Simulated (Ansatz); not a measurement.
TiO₂:
```
CELL_PARAMETERS angstrom
      4.54606     0.00000     0.00000
      0.00000     5.51387     0.00000
      0.00000     0.00000     4.89462
ATOMIC_POSITIONS crystal
  Ti 0.50000 0.67582 0.75000
  Ti 0.50000 0.32418 0.25000
  Ti 0.00000 0.82418 0.25000
  Ti 0.00000 0.17582 0.75000
  O  0.72887 0.61816 0.08084
  O  0.27113 0.38184 0.91916
  O  0.77113 0.88184 0.58084
  O  0.22887 0.11816 0.41916
  O  0.22887 0.88184 0.91916
  O  0.77113 0.11816 0.08084
  O  0.27113 0.61816 0.41916
  O  0.72887 0.38184 0.58084
```

Relaxed with r²SCAN.

Give the optical modes at the zone centre with their infrared and Raman activity from DFPT, r²SCAN (plane waves, PAW; program Ansatz).

Transverse frequencies, without the LO–TO term; a row sums one degenerate level.

```
ω (cm⁻¹)  degeneracy  IR ((D/Å)²/amu)  Raman (Å⁴/amu)  activity  symmetry
--------  ----------  ---------------  --------------  --------  --------
147                1             0.00              17     Raman       B3g
170                1             0.00             4.5     Raman       B1g
176                1             0.00             210     Raman        Ag
200                1           149.59               0        IR       B3u
200                1           138.97               0        IR       B1u
231                1             0.00            0.32     Raman       B3g
255                1             8.42               0        IR       B1u
295                1             0.00             150     Raman       B1g
296                1             0.15               0        IR       B3u
303                1           110.17               0        IR       B2u
314                1             0.00               0    silent        Au
320                1             0.00             230     Raman        Ag
335                1             0.00              65     Raman       B1g
346                1             0.00             240     Raman       B2g
353                1           110.13               0        IR       B3u
362                1             0.00               0    silent        Au
396                1             0.00             230     Raman       B3g
422                1            59.25               0        IR       B1u
423                1             0.00             130     Raman       B2g
429                1             0.00             590     Raman        Ag
435                1            37.56               0        IR       B2u
440                1             0.00             420     Raman       B1g
452                1             0.00              89     Raman       B3g
484                1             6.20               0        IR       B3u
517                1             0.00               0    silent        Au
529                1             0.00             7.1     Raman       B2g
537                1             0.00             730     Raman        Ag
550                1            17.76               0        IR       B1u
569                1             0.00             150     Raman       B1g
624                1             0.00             330     Raman       B3g
633                1             0.00               0    silent        Au
709                1             8.33               0        IR       B2u
822                1             0.00              89     Raman       B2g
```

How high does the top mode go among those that the LO–TO term moves?

851 cm⁻¹ for q along x, 802 cm⁻¹ for q along y, 824 cm⁻¹ for q along z.

Space group Pbcn. This is a known high-pressure phase of the composition, computed here at zero pressure and temperature. The cell was relaxed with r²SCAN under the symmetry of its start; of distortions, only those at the zone centre were tested. The run is not spin-polarised.

Potentials: the earlier of the program's two PAW sets.
